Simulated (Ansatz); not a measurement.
Input file for Ansatz (an electronic-structure program):

Ansatz 0.2 input:
```yaml
crystal:
  lattice:
    - [4.0754620166, 0.0, 0.0]
    - [0.0, 4.0754620166, 0.0]
    - [0.0, 0.0, 4.0754620166]
  atoms:
    - { symbol: Y, position: [0.0, 0.0, 0.0] }
    - { symbol: B, position: [0.8011942407, 0.5, 0.5] }
    - { symbol: B, position: [0.1988057593, 0.5, 0.5] }
    - { symbol: B, position: [0.5, 0.8011942407, 0.5] }
    - { symbol: B, position: [0.5, 0.1988057593, 0.5] }
    - { symbol: B, position: [0.5, 0.5, 0.8011942407] }
    - { symbol: B, position: [0.5, 0.5, 0.1988057593] }
kpoints:
  mp_grid: { grid: [8, 8, 8] }
  band_path:
    path:
      - [[0.0, 0.0, 0.0], [0.0, 0.5, 0.0], [0.5, 0.5, 0.0], [0.0, 0.0, 0.0], [0.5, 0.5, 0.5], [0.0, 0.5, 0.0]]  # Γ-X-M-Γ-R-X
      - [[0.5, 0.5, 0.5], [0.5, 0.5, 0.0]]  # R-M
    npoints: 12
basis: { xc_grid: 2 }
hamiltonian:
  xc: pbesol
  pseudopotentials: { kind: paw }
magnetization: { noncollinear: true, spin_orbit: true }
scf:
  n_extra_bands: 15
  convergence: { dr2_threshold: 0.0000000001 }
  occupations: { method: gaussian, width: 0.05 }
output: { eigenvalues: true }
```

Output (shortened):

```
Pseudopotentials: kind: paw_fr
Pseudopotential: Y, paw_fr, valence charge 11
Pseudopotential: B, paw_fr, valence charge 3
Functional definition: PBEsol
non-collinear run that drives no moment, with spin-orbit …
Crystal: 7 atoms, lattice volume = 67.691 Å³
Basis set: ecut = 420 eV, 1357 PW (Γ), exchange–correlation on 60×60×60 points (8 copies of the dense FFT grid, shifted against one another)
Bands: 44, of which v1, the nominal top of the filled ones, is band 29 counted from 1 (28 counted from 0)
Symmetry: 48 space group operations + 48 with time reversal
k-points: 35 of 512
Projection manifold: j_resolved (fully-relativistic pseudo-atomic orbitals)
PAW frozen core: Y, regenerated for the run's functional, and the local potential with it
PAW frozen core: B, regenerated for the run's functional, and the local potential with it
Initial density: superposition of atomic densities (chi_scale 0.1, normalization cell, long waves kept (reshape's long-wave potential 0.00 eV rms))
Initial wavefunctions: pseudopotential atomic-orbital guess
Eigensolver: davidson
Functional: x = pbesol(κ = 0.804, μ = 0.12345679012345678), c = pbesol(β = 0.046)
SCF iter   1: F=—  HF=-4718.486693 eV  |F-HF|=—  |Δ(HF+E_count)|=         —  Δρ=8.64e-2  dr2=1.11e1  dr2_m=0.00e0 (ungated)  ethr=3.10e-3  |M|=0.00e0 ∫|m|=0.00e0 μB  |m|>n=0.0e0 m-floor=0.0e0 τ_xc=0.0e0  β_m=0.30  ⟨swp⟩=6.2  Hψ=4062  notcnv=0  defer=42
all-band conjugate gradients solve this SCF's bands
preconditioner: auto → Resta (q_TF=auto, 2.369 Å⁻¹)
spin=Noncollinear: Resta preconditioning applied to the charge; magnetization (m_x, m_y, m_z) channels mix plain (no charge-response kernel on spin).
SCF iter   2: F=—  HF=-4716.118108 eV  |F-HF|=—  |Δ(HF+E_count)|=    2.37e0  Δρ=5.62e-2  dr2=4.50e0  dr2_m=0.00e0 (ungated)  ethr=3.10e-3  |M|=0.00e0 ∫|m|=0.00e0 μB  |m|>n=0.0e0 m-floor=0.0e0 τ_xc=0.0e0  β_m=0.56  ⟨swp⟩=2.8  Hψ=1394  notcnv=0  defer=316
SCF iter   3: F=—  HF=-4714.628841 eV  |F-HF|=—  |Δ(HF+E_count)|=    1.49e0  Δρ=7.94e-3  dr2=5.97e-2  dr2_m=0.00e0 (ungated)  ethr=3.10e-3  |M|=0.00e0 ∫|m|=0.00e0 μB  |m|>n=0.0e0 m-floor=0.0e0 τ_xc=0.0e0  β_m=0.77  ⟨swp⟩=4.1  Hψ=1458  notcnv=0  defer=312
SCF iter   4: F=—  HF=-4714.614022 eV  |F-HF|=—  |Δ(HF+E_count)|=   1.48e-2  Δρ=2.92e-3  dr2=1.45e-2  dr2_m=0.00e0 (ungated)  ethr=2.06e-4  |M|=0.00e0 ∫|m|=0.00e0 μB  |m|>n=0.0e0 m-floor=0.0e0 τ_xc=0.0e0  β_m=0.74  ⟨swp⟩=3.4  Hψ=1612  notcnv=0  defer=312
SCF iter   5: F=—  HF=-4714.610516 eV  |F-HF|=—  |Δ(HF+E_count)|=   3.51e-3  Δρ=9.87e-4  dr2=1.82e-3  dr2_m=0.00e0 (ungated)  ethr=5.00e-5  |M|=0.00e0 ∫|m|=0.00e0 μB  |m|>n=0.0e0 m-floor=0.0e0 τ_xc=0.0e0  β_m=0.87  ⟨swp⟩=2.5  Hψ=842  notcnv=0  defer=312
SCF iter   6: F=—  HF=-4714.610046 eV  |F-HF|=—  |Δ(HF+E_count)|=   4.70e-4  Δρ=1.47e-4  dr2=3.97e-5  dr2_m=0.00e0 (ungated)  ethr=6.29e-6  |M|=0.00e0 ∫|m|=0.00e0 μB  |m|>n=0.0e0 m-floor=0.0e0 τ_xc=0.0e0  β_m=0.93  ⟨swp⟩=2.2  Hψ=889  notcnv=0  defer=312
SCF iter   7: F=—  HF=-4714.610037 eV  |F-HF|=—  |Δ(HF+E_count)|=   9.10e-6  Δρ=1.50e-5  dr2=4.80e-7  dr2_m=0.00e0 (ungated)  ethr=1.37e-7  |M|=0.00e0 ∫|m|=0.00e0 μB  |m|>n=0.0e0 m-floor=0.0e0 τ_xc=0.0e0  β_m=0.97  ⟨swp⟩=2.2  Hψ=915  notcnv=0  defer=312
SCF iter   8: F=—  HF=-4714.610035 eV  |F-HF|=—  |Δ(HF+E_count)|=   1.77e-6  Δρ=9.18e-7  dr2=3.86e-10  dr2_m=0.00e0 (ungated)  ethr=1.66e-9  |M|=0.00e0 ∫|m|=0.00e0 μB  |m|>n=0.0e0 m-floor=0.0e0 τ_xc=0.0e0  β_m=0.98  ⟨swp⟩=2.3  Hψ=1117  notcnv=0  defer=312
SCF iter   9: F=-4714.610035 eV  HF=-4714.610035 eV  |F-HF|=1.27e-11  |Δ(HF+E_count)|=  4.37e-10  Δρ=1.96e-7  dr2=2.16e-11  dr2_m=0.00e0 (ungated)  ethr=1.00e-12  |M|=0.00e0 ∫|m|=0.00e0 μB  |m|>n=0.0e0 m-floor=0.0e0 τ_xc=0.0e0  ⟨swp⟩=11.7  Hψ=3974  notcnv=0
SCF 1 converged in 9 iterations: F = -4714.610035 eV  dr2 = 2.16e-11
NSCF: frozen V_eff on 74 k-points
SCF converged after 9 iterations
Magnetization: |M| = 0.0000 μB,  M = (+0.0000, +0.0000, +0.0000) μB
Absolute magnetization: 0.0000 μB (∫|m|)
  site 0: m = (+0.0000, +0.0000, +0.0000) μB, |m| = 0.0000 μB  (R = 1.23 Å)
  site 1: m = (+0.0000, +0.0000, +0.0000) μB, |m| = 0.0000 μB  (R = 0.67 Å)
  site 2: m = (+0.0000, +0.0000, +0.0000) μB, |m| = 0.0000 μB  (R = 0.67 Å)
  site 3: m = (+0.0000, +0.0000, +0.0000) μB, |m| = 0.0000 μB  (R = 0.67 Å)
  site 4: m = (+0.0000, +0.0000, +0.0000) μB, |m| = 0.0000 μB  (R = 0.67 Å)
  site 5: m = (+0.0000, +0.0000, +0.0000) μB, |m| = 0.0000 μB  (R = 0.67 Å)
  site 6: m = (+0.0000, +0.0000, +0.0000) μB, |m| = 0.0000 μB  (R = 0.67 Å)
Free energy (F): -4714.610035 eV
Harris-Foulkes:  -4714.610035 eV  (|F-HF|=1.27e-11)
Internal energy: -4714.609378 eV  (E = F + TS)
E sigma→0 (E₀):  -4714.609706 eV
Entropy (-TS):   -0.000657 eV (-0.094 meV/atom)
Fermi energy:    11.590959 eV
--- Per-component energies (eV) ---
  E_band       = -39.331313
  E_kinetic    = 609.339078
  E_local      = -667.327887  (includes V_loc(G=0)·N_el)
  E_nonlocal   = 119.997072
  E_hartree    = 200.974278
  E_xc         = -368.090451
  E_vxc        = -432.473252  (∫ρ·V_xc dr)
  E_paw        = -3227.099584  (= ΣΔE_a)
  E_vpaw       = -70.814846  (= ΣTr[D̂ρ^β])
  E_aug_tail   = -0.000015  (compensation charges beyond the density's cutoff)
  E_ewald      = -1382.639549
  E_core_change = 0.237680  (= ΣΔE_core)
  E_smearing   = -0.000657  (= −TS)
  E_closure    = 0.000000  (closes the sum)
  Σ components = -4714.610035   (vs F -4714.610035, Δ=0.00e0)
  [band-id]    e_kinetic+e_local+e_nonlocal+2·e_hartree+e_vxc+e_vpaw+e_augmentation_tail = -39.331293   (vs E_band -39.331313, Δ=2.06e-5)
--- Band table (eV; the first three rows and the last of 35) ---
  k-point 0: bands = ["-32.3767", "-32.3767", "-13.3348", "-13.3348", "-11.8817", "-11.8817", "-11.8817", "-11.8817", "-4.5059", "-4.5059", "2.9671", "2.9671", "3.4957", "3.4957", "3.5270", "3.5270", "3.5270", "3.5270", "4.5275", "4.5275", "4.5275", "4.5275", "9.6240", "9.6240", "9.6240", "9.6240", "9.6342", "9.6342", "12.6393", "12.6393", "12.6393", "12.6393", "12.7188", "12.7188", "12.7188", "12.7188", "12.7205", "12.7205", "14.6825", "14.6825", "14.6825", "14.6825", "14.7459", "14.7459"]
  k-point 1: bands = ["-32.3760", "-32.3760", "-13.3387", "-13.3387", "-11.8941", "-11.8941", "-11.8795", "-11.8795", "-4.4422", "-4.4422", "2.2652", "2.2652", "3.5394", "3.5394", "3.5617", "3.5617", "3.5808", "3.5808", "4.5971", "4.5971", "5.3589", "5.3589", "9.1882", "9.1882", "9.1975", "9.1975", "9.7037", "9.7037", "11.2855", "11.2855", "12.7849", "12.7849", "13.2616", "13.2616", "13.2642", "13.2642", "14.1678", "14.1678", "14.4238", "14.4238", "14.4455", "14.4455", "14.5012", "14.5012"]
  k-point 2: bands = ["-32.3744", "-32.3744", "-13.3484", "-13.3484", "-11.9231", "-11.9231", "-11.8741", "-11.8741", "-4.2777", "-4.2777", "1.3151", "1.3151", "3.6372", "3.6372", "3.6510", "3.6510", "3.7207", "3.7207", "4.7837", "4.7837", "6.6653", "6.6653", "8.4460", "8.4460", "8.4623", "8.4623", "9.9106", "9.9106", "10.1080", "10.1080", "13.1740", "13.1740", "13.3755", "13.3755", "13.3947", "13.3947", "13.9400", "13.9400", "14.9425", "14.9425", "15.0631", "15.0631", "15.0855", "15.0855"]
  k-point 34: bands = ["-32.3635", "-32.3635", "-13.3996", "-13.3996", "-11.9631", "-11.9631", "-11.9631", "-11.9631", "-3.5243", "-3.5243", "1.3825", "1.3825", "1.3825", "1.3825", "1.3832", "1.3832", "5.6070", "5.6070", "5.7017", "5.7017", "5.7017", "5.7017", "9.0710", "9.0710", "9.0710", "9.0710", "9.0738", "9.0738", "14.2735", "14.2735", "14.4933", "14.4933", "14.4933", "14.4933", "14.8121", "14.8121", "14.8121", "14.8121", "14.8724", "14.8724", "16.0711", "16.0711", "17.9418", "17.9418"]
  band table: 44 of 44 bands, residual norms ≤ 1.0e-3 eV
```

Cost: very roughly 50 core-seconds on shared cores.

Space group Pm-3m. The workflow started from a Materials Project entry (that database holds measured and hypothetical structures alike); the Crystallography Open Database files this formula in space group No. 221, but the cells were not matched. Whether it is the stable phase at ambient conditions was not checked. The PBEsol relaxation kept the symmetry of its start; its stability against distortions is not shown here. The run is not spin-polarised.

Potentials: the later of the program's two PAW sets.

Ansatz is a plane-wave DFT program.
